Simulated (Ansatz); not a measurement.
Input file for Ansatz (a quantum-chemistry and plane-wave program):

Ansatz 0.2 input:
```yaml
crystal:
  lattice:
    - [3.4290721406, 0.0, 0.0]
    - [-1.7145360703, 2.9696635851, 0.0]
    - [0.0, 0.0, 7.4028503648]
  atoms:
    - { symbol: B, position: [0.5, 0.0, 0.5] }
    - { symbol: B, position: [0.0, 0.5, 0.1666666667] }
    - { symbol: B, position: [0.5, 0.5, 0.8333333333] }
    - { symbol: As, position: [0.5, 0.0, 0.0] }
    - { symbol: As, position: [0.0, 0.5, 0.6666666667] }
    - { symbol: As, position: [0.5, 0.5, 0.3333333333] }
kpoints:
  mp_grid: { grid: [9, 9, 4] }
hamiltonian:
  xc: pbesol
  pseudopotentials: { kind: paw }
scf:
  occupations: { method: fixed }
elastic: { mode: relaxed_ion, stencil: two_point, amplitude: 0.005, f_tol: 0.0005 }
output: { polarization: {} }
```

Output (shortened):

```
Pseudopotential: B, paw, valence charge 3
Pseudopotential: As, paw, valence charge 15
Functional definition: PBEsol
Crystal: 6 atoms, lattice volume = 75.385 Å³
Basis set: ecut = 420 eV, 1453 PW (Γ), exchange–correlation on 48×48×100 points (8 copies of the dense FFT grid, shifted against one another)
Bands: 33, of which v1, the nominal top of the filled ones, is band 27 counted from 1 (26 counted from 0)
Symmetry: 12 space group operations
Space group: P6222 (ITA 180), of the structure as read, at distance tolerance 4.2e-5 Å
k-points: 36 of 324 (time reversal used)
SCF 1 converged in 10 iterations: F = -14894.822956 eV  dr2 = 2.12e-15
Crystal: 6 atoms, lattice volume = 75.008 Å³
Symmetry: 4 space group operations
k-points: 75 of 324 (time reversal used)
SCF 2 converged in 11 iterations: F = -14894.820932 eV  dr2 = 4.57e-14
relax step   1: F+E_penalty+E_count = -14894.82093202 eV  Δ(F+E_penalty+E_count) = +0.000e0 eV  max|allowed force component| = 1.579e-2 eV/Å  Δτ_max = 0.0000 Å  (11 SCF iters, accepted)
Crystal: 6 atoms, lattice volume = 75.008 Å³
SCF 3 converged in 8 iterations: F = -14894.820947 eV  dr2 = 2.13e-15
relax step   2: F+E_penalty+E_count = -14894.82094651 eV  Δ(F+E_penalty+E_count) = -1.449e-5 eV  max|allowed force component| = 4.193e-3 eV/Å  Δτ_max = 0.0008 Å  (8 SCF iters, accepted)
Crystal: 6 atoms, lattice volume = 75.008 Å³
SCF 4 converged in 7 iterations: F = -14894.820948 eV  dr2 = 2.76e-14
relax step   3: F+E_penalty+E_count = -14894.82094778 eV  Δ(F+E_penalty+E_count) = -1.275e-6 eV  max|allowed force component| = 1.107e-3 eV/Å  Δτ_max = 0.0002 Å  (7 SCF iters, accepted)
Crystal: 6 atoms, lattice volume = 75.008 Å³
SCF 5 converged in 6 iterations: F = -14894.820948 eV  dr2 = 8.51e-14
relax step   4: F+E_penalty+E_count = -14894.82094784 eV  Δ(F+E_penalty+E_count) = -5.426e-8 eV  max|allowed force component| = 1.349e-4 eV/Å  Δτ_max = 0.0001 Å  (6 SCF iters, accepted)
Crystal: 6 atoms, lattice volume = 75.008 Å³
SCF 6 converged in 5 iterations: F = -14894.820948 eV  dr2 = 3.76e-15
Crystal: 6 atoms, lattice volume = 75.762 Å³
Basis set: ecut = 420 eV, 1461 PW (Γ), exchange–correlation on 48×48×100 points (8 copies of the dense FFT grid, shifted against one another)
SCF 7 converged in 11 iterations: F = -14894.820982 eV  dr2 = 7.39e-14
relax step   1: F+E_penalty+E_count = -14894.82098158 eV  Δ(F+E_penalty+E_count) = +0.000e0 eV  max|allowed force component| = 1.429e-2 eV/Å  Δτ_max = 0.0000 Å  (11 SCF iters, accepted)
Crystal: 6 atoms, lattice volume = 75.762 Å³
SCF 8 converged in 8 iterations: F = -14894.820994 eV  dr2 = 2.68e-15
relax step   2: F+E_penalty+E_count = -14894.82099387 eV  Δ(F+E_penalty+E_count) = -1.229e-5 eV  max|allowed force component| = 3.608e-3 eV/Å  Δτ_max = 0.0007 Å  (8 SCF iters, accepted)
Crystal: 6 atoms, lattice volume = 75.762 Å³
SCF 9 converged in 7 iterations: F = -14894.820995 eV  dr2 = 2.35e-14
relax step   3: F+E_penalty+E_count = -14894.82099486 eV  Δ(F+E_penalty+E_count) = -9.946e-7 eV  max|allowed force component| = 9.812e-4 eV/Å  Δτ_max = 0.0002 Å  (7 SCF iters, accepted)
Crystal: 6 atoms, lattice volume = 75.762 Å³
SCF 10 converged in 6 iterations: F = -14894.820995 eV  dr2 = 7.04e-14
relax step   4: F+E_penalty+E_count = -14894.82099491 eV  Δ(F+E_penalty+E_count) = -4.357e-8 eV  max|allowed force component| = 9.404e-5 eV/Å  Δτ_max = 0.0001 Å  (6 SCF iters, accepted)
Crystal: 6 atoms, lattice volume = 75.762 Å³
SCF 11 converged in 5 iterations: F = -14894.820995 eV  dr2 = 3.07e-15
Crystal: 6 atoms, lattice volume = 75.008 Å³
SCF 12 converged in 10 iterations: F = -14894.821064 eV  dr2 = 7.09e-15
Crystal: 6 atoms, lattice volume = 75.762 Å³
SCF 13 converged in 10 iterations: F = -14894.821154 eV  dr2 = 6.52e-15
Crystal: 6 atoms, lattice volume = 75.384 Å³
Symmetry: 2 space group operations
k-points: 95 of 324 (time reversal used)
SCF 14 converged in 11 iterations: F = -14894.821903 eV  dr2 = 1.05e-14
relax step   1: F+E_penalty+E_count = -14894.82190332 eV  Δ(F+E_penalty+E_count) = +0.000e0 eV  max|allowed force component| = 1.728e-2 eV/Å  Δτ_max = 0.0000 Å  (11 SCF iters, accepted)
Crystal: 6 atoms, lattice volume = 75.384 Å³
SCF 15 converged in 7 iterations: F = -14894.821946 eV  dr2 = 9.03e-14
relax step   2: F+E_penalty+E_count = -14894.82194552 eV  Δ(F+E_penalty+E_count) = -4.220e-5 eV  max|allowed force component| = 8.052e-3 eV/Å  Δτ_max = 0.0012 Å  (7 SCF iters, accepted)
Crystal: 6 atoms, lattice volume = 75.384 Å³
SCF 16 converged in 7 iterations: F = -14894.821953 eV  dr2 = 2.45e-14
relax step   3: F+E_penalty+E_count = -14894.82195322 eV  Δ(F+E_penalty+E_count) = -7.709e-6 eV  max|allowed force component| = 1.018e-3 eV/Å  Δτ_max = 0.0005 Å  (7 SCF iters, accepted)
Crystal: 6 atoms, lattice volume = 75.384 Å³
SCF 17 converged in 6 iterations: F = -14894.821953 eV  dr2 = 6.57e-14
relax step   4: F+E_penalty+E_count = -14894.82195333 eV  Δ(F+E_penalty+E_count) = -1.090e-7 eV  max|allowed force component| = 1.555e-4 eV/Å  Δτ_max = 0.0001 Å  (6 SCF iters, accepted)
Crystal: 6 atoms, lattice volume = 75.384 Å³
SCF 18 converged in 5 iterations: F = -14894.821953 eV  dr2 = 2.48e-15
Crystal: 6 atoms, lattice volume = 75.384 Å³
SCF 19 converged in 11 iterations: F = -14894.821903 eV  dr2 = 1.04e-14
relax step   1: F+E_penalty+E_count = -14894.82190332 eV  Δ(F+E_penalty+E_count) = +0.000e0 eV  max|allowed force component| = 1.728e-2 eV/Å  Δτ_max = 0.0000 Å  (11 SCF iters, accepted)
Crystal: 6 atoms, lattice volume = 75.384 Å³
SCF 20 converged in 7 iterations: F = -14894.821946 eV  dr2 = 9.09e-14
relax step   2: F+E_penalty+E_count = -14894.82194552 eV  Δ(F+E_penalty+E_count) = -4.220e-5 eV  max|allowed force component| = 8.052e-3 eV/Å  Δτ_max = 0.0012 Å  (7 SCF iters, accepted)
Crystal: 6 atoms, lattice volume = 75.384 Å³
SCF 21 converged in 7 iterations: F = -14894.821953 eV  dr2 = 2.28e-14
relax step   3: F+E_penalty+E_count = -14894.82195322 eV  Δ(F+E_penalty+E_count) = -7.709e-6 eV  max|allowed force component| = 1.018e-3 eV/Å  Δτ_max = 0.0005 Å  (7 SCF iters, accepted)
Crystal: 6 atoms, lattice volume = 75.384 Å³
SCF 22 converged in 6 iterations: F = -14894.821953 eV  dr2 = 6.57e-14
relax step   4: F+E_penalty+E_count = -14894.82195333 eV  Δ(F+E_penalty+E_count) = -1.090e-7 eV  max|allowed force component| = 1.555e-4 eV/Å  Δτ_max = 0.0001 Å  (6 SCF iters, accepted)
Crystal: 6 atoms, lattice volume = 75.384 Å³
SCF 23 converged in 5 iterations: F = -14894.821953 eV  dr2 = 2.49e-15
SCF converged after 10 iterations
Free energy (F): -14894.822956 eV
Harris-Foulkes:  -14894.822956 eV  (|F-HF|=9.09e-12)
Internal energy: -14894.822956 eV  (E = F + TS)
E sigma→0 (E₀):  -14894.822956 eV
Fermi energy:    12.825465 eV
--- Per-component energies (eV) ---
  E_band       = -569.605361
  E_kinetic    = 452.562720
  E_local      = -4767.304465  (includes V_loc(G=0)·N_el)
  E_nonlocal   = -1965.857196
  E_hartree    = 2692.354324
  E_xc         = -331.992581
  E_vxc        = -352.395516  (∫ρ·V_xc dr)
  E_paw        = -5609.235104  (= ΣΔE_a)
  E_vpaw       = 678.680435  (= ΣTr[D̂ρ^β])
  E_aug_tail   = 0.000014  (compensation charges beyond the density's cutoff)
  E_ewald      = -5368.294086
  E_core_change = 2.943419  (= ΣΔE_core)
  E_smearing   =  0.000000  (= −TS)
  E_closure    = 0.000000  (closes the sum)
  Σ components = -14894.822956   (vs F -14894.822956, Δ=0.00e0)
--- Forces (eV/Å), atoms counted from 1 ---
  atom   1  B      0.00000000     0.00000000     0.00000000
  atom   2  B      0.00000000     0.00000000     0.00000000
  atom   3  B      0.00000000     0.00000000     0.00000000
  atom   4  As     0.00000000     0.00000000     0.00000000
  atom   5  As     0.00000000     0.00000000     0.00000000
  atom   6  As     0.00000000     0.00000000     0.00000000
  max |Σ_I F_I| component: 2.52e-17 eV/Å
--- Stress (GPa, compression-positive) ---
       -0.001197       0.000000       0.000000
        0.000000      -0.001197       0.000000
        0.000000       0.000000       0.009702
  P = ⅓ Tr σ = 0.0024 GPa (0.024 kbar)
--- Band table (eV; the first three rows and the last of 36) ---
  k-point 0: bands = ["-23.6276", "-23.6276", "-23.6065", "-23.6065", "-23.6042", "-23.6009", "-23.5950", "-23.5905", "-23.5905", "-23.5901", "-23.5900", "-23.5870", "-23.5870", "-23.5824", "-23.5824", "-3.6400", "-1.2147", "-1.2147", "6.2674", "6.2674", …
  k-point 1: bands = ["-23.6348", "-23.6178", "-23.6067", "-23.6056", "-23.6047", "-23.6021", "-23.5955", "-23.5925", "-23.5906", "-23.5900", "-23.5891", "-23.5889", "-23.5854", "-23.5843", "-23.5802", "-3.4853", "-2.2596", "0.0359", "4.2893", "8.4153", …
  k-point 2: bands = ["-23.6374", "-23.6082", "-23.6082", "-23.6058", "-23.6058", "-23.6049", "-23.5940", "-23.5940", "-23.5936", "-23.5886", "-23.5886", "-23.5882", "-23.5882", "-23.5833", "-23.5794", "-3.0230", "-3.0230", "0.9161", "3.1571", "9.0046", …
  k-point 35: bands = ["-23.6265", "-23.6265", "-23.6192", "-23.6025", "-23.6017", "-23.6017", "-23.5899", "-23.5871", "-23.5871", "-23.5848", "-23.5848", "-23.5846", "-23.5813", "-23.5795", "-23.5795", "-0.0070", "0.7035", "0.7035", "2.9046", "4.9143", …
--- Elastic constants: 3 strain directions × 2 members + reference (group order 12) ---
  dense FFT box of the reference and of every strained cell: 24×24×50
  strains applied: 11, 33, 23; error gains …
  C = ∂σ_k/∂η_j (tension-positive GPa; Voigt order 11 22 33 23 13 12):
       335.134     39.934     65.725      0.000      0.000      0.000
        39.934    335.134     65.725      0.000      0.000      0.000
        65.751     65.751    313.067      0.000      0.000      0.000
         0.000      0.000      0.000    168.601      0.000      0.000
         0.000      0.000      0.000      0.000    168.601      0.000
         0.000      0.000      0.000      0.000      0.000    147.600
  reference stress σ⁰ (GPa):      0.001      0.001     -0.010      0.000      0.000      0.000
  moduli (Voigt/Reuss/Hill, GPa): K = 147.35/147.35/147.35   G = 151.09/149.08/150.08   E = 336.13   ν = 0.120
  mechanically stable: yes (min eigenvalue of sym C = 147.60 GPa)
  e, the proper piezoelectric tensor (elastic.mode: relaxed_ion; C/m²; rows x y z; Voigt order 11 22 33 23 13 12):
       0.00000    0.00000    0.00000   -0.43729    0.00000    0.00000
       0.00000    0.00000    0.00000    0.00000    0.43729    0.00000
       0.00000    0.00000    0.00000    0.00000    0.00000    0.00000
  ±, each entry's uncertainty from the finite density of the strings (C/m²), an estimate: the size of the correction for it that the entry includes:
       0.00000    0.00000    0.00000    0.00924    0.00000    0.00000
       0.00000    0.00000    0.00000    0.00000    0.00924    0.00000
       0.00000    0.00000    0.00000    0.00000    0.00000    0.00000
  strain η (Voigt 11):  stress-route row diagonal C_11 = 335.13 GPa, energy-path curvature d²(F+E_count+ΔE)/dδ²/Ω₀ = 335.15 GPa
         δ    σ_11 (GPa)             F (eV)   n_scf  n_hpsi   n_pw
    -5.000e-3      -1.6991      -14894.8209478       5   27827   1478   relax 4 steps, max|allowed force component| 1.35e-4 eV/Å
     5.000e-3       1.6523      -14894.8209949       5   28283   1492   relax 4 steps, max|allowed force component| 9.40e-5 eV/Å
  strain η (Voigt 33):  stress-route row diagonal C_33 = 313.07 GPa, energy-path curvature d²(F+E_count+ΔE)/dδ²/Ω₀ = 313.09 GPa
         δ    σ_33 (GPa)             F (eV)   n_scf  n_hpsi   n_pw
    -5.000e-3      -1.5935      -14894.8210643      10   24949   1482   relax 0 steps, max|allowed force component| 2.28e-16 eV/Å
     5.000e-3       1.5372      -14894.8211543      10   25954   1500   relax 0 steps, max|allowed force component| 6.76e-16 eV/Å
  strain η (Voigt 23):  stress-route row diagonal C_44 = 168.60 GPa, energy-path curvature d²(F+E_count+ΔE)/dδ²/Ω₀ = 168.60 GPa
         δ    σ_23 (GPa)             F (eV)   n_scf  n_hpsi   n_pw
    -5.000e-3      -0.8430      -14894.8219533       5   35538   1484   relax 4 steps, max|allowed force component| 1.56e-4 eV/Å
     5.000e-3       0.8430      -14894.8219533       5   35660   1484   relax 4 steps, max|allowed force component| 1.56e-4 eV/Å
--- Formal polarisation (Berry phase): one branch of a lattice of values; only differences between neighbouring runs are physical ---
  axis  mesh            electronic          ionic      p = total  spread (rad)  least overlap  resolved gap  δp at fixed H ≤   (phases in cycles; p mod 1 …
  b1    9×9×4           0.00000000    18.00000000    18.00000000      0.317542         0.8395        2.1242           5.4e-6
  b2    9×9×4           0.00000000    18.00000000    18.00000000      0.317542         0.8395        2.1242           5.4e-6
  b3    9×9×4           0.00000000    19.50000000    19.50000000      0.006002         0.8729        2.1242           3.7e-6
  quantum along a1:   0.04548768 e/Å² =    72.879296 µC/cm²
  quantum along a2:   0.04548768 e/Å² =    72.879296 µC/cm²
  quantum along a3:   0.09820105 e/Å² =   157.335425 µC/cm²
  P = (  0.40938911,   0.70908274,   1.91492044) e/Å² = (  655.913665,  1136.075792,  3068.040793) µC/cm²  (mod the quanta)
```

Cost: about 10 core-minutes (a rough figure) on shared cores.

Space group P6_222. The start of the workflow was typed in or built on a structure type; neither database checked (COD, Materials Project) lists it. It is not the phase usual at ambient conditions (space group No. 216). The PBEsol relaxation kept the symmetry of its start; of distortions, only those at the zone centre were tested. Its formation energy is positive at this level, so the cell may be metastable or incomplete. Scalar-relativistic: spin–orbit coupling is off unless named, which matters more the heavier the elements.

Potentials: the later of the program's two PAW sets.

Ansatz is a plane-wave DFT program.
